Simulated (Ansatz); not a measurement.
PbS (rock salt), relaxed with PBE (Ansatz, a first-principles code, plane waves, PAW): a = 6.009 Å, b = 6.009 Å, c = 6.009 Å, α = 90.00°, β = 90.00°, γ = 90.00°.

- gap (eV): 0.49
- ΔH_f (eV/atom): -0.55
- B₀ by P(V) fit (GPa): 52.8
- electron conductivity mass (mₑ): 0.16

Question: The same phase is relaxed and computed with r²SCAN in the same code. What are the cell and these values now?

Answer: a = b = c = 5.974 Å, α = β = γ = 90.00°.

* **gap (eV)**: 0.69
* **ΔH_f (eV/atom)**: -0.66
* **B₀ by P(V) fit (GPa)**: 57.8
* **electron conductivity mass (mₑ)**: 0.17

All cells were relaxed under the symmetry of their starts (and spin orders); stability against distortions was not tested throughout. Spin–orbit coupling is left out wherever it is not named.

Potentials: the later of the program's two PAW sets.

Ansatz is a plane-wave DFT program.

Formation energies count from the lowest solids of the elements computed at the same level, not from gases.
